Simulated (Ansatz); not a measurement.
These are results of Ansatz, DFT PBE, scalar-relativistic, plane waves, PAW, and for the lanthanide a 4f-in-core norm-conserving potential, not measurements. Cutoff 770 eV, Γ-centred meshes of about 0.25 Å⁻¹ or finer for metals and 0.3 Å⁻¹ for insulators (2π included), Gaussian smearing. No spin polarisation.

These are static total energies at zero pressure.

Compare these two cells of ErSc₂Sb₃, each relaxed at this level.

A. Space group P-3m1 (No. 164), trigonal, a = 4.226 Å, c = 10.334 Å. Er has 6 Sb at 3.05 Å; Sc is surrounded by 6 Sb at 2.95–2.96 Å; around Sb on a site of symmetry 3m lie 3 Sc at 2.95 Å and 3 Er at 3.05 Å; Sb on a site of symmetry -3m has 6 Sc at 2.96 Å.

B. Space group Immm (No. 71), orthorhombic, a = 4.222 Å, b = 5.991 Å, c = 12.657 Å. Er has 6 Sb at 3.00–3.04 Å; Sc is surrounded by 6 Sb at 2.94–3.00 Å; Sb on a site of symmetry mm2 is surrounded by 4 Sc at 2.94–3.00 Å and 2 Er at 3.04 Å; Sb on a site of symmetry mmm is surrounded by 4 Sc at 2.97 Å and 2 Er at 3.00 Å.

Problem. Which placement of the atoms is lower in energy, and by how much?

Solution. They are level within the accuracy (5 meV/atom apart, with A the lower in these runs). The two share one framework of sites and differ in which element sits where. A has Er and Sc ordered on rock salt sites, space group P-3m1 (No. 164), 26.6 Å³/atom and no gap on its mesh; B has Er and Sc ordered on rock salt sites, space group Immm (No. 71), 26.7 Å³/atom and no gap. Counting Sb atoms around Er and Sc (those within 1.25 times the shortest such distance or 1.15 times the sum of covalent radii), A and B both have Er 6, Sc 6. Both come from trial cells of a structure search.

For metals, differences of a few meV/atom aren't resolved. Spin–orbit coupling, which can matter for Sb, is left out. Trial moments fell under 0.15 μB along the way in P-3m1; another start might hold them. Cells relaxed within their symmetry can be saddle points.

The lanthanide is trivalent by construction, without f bands, f moments or other valences.
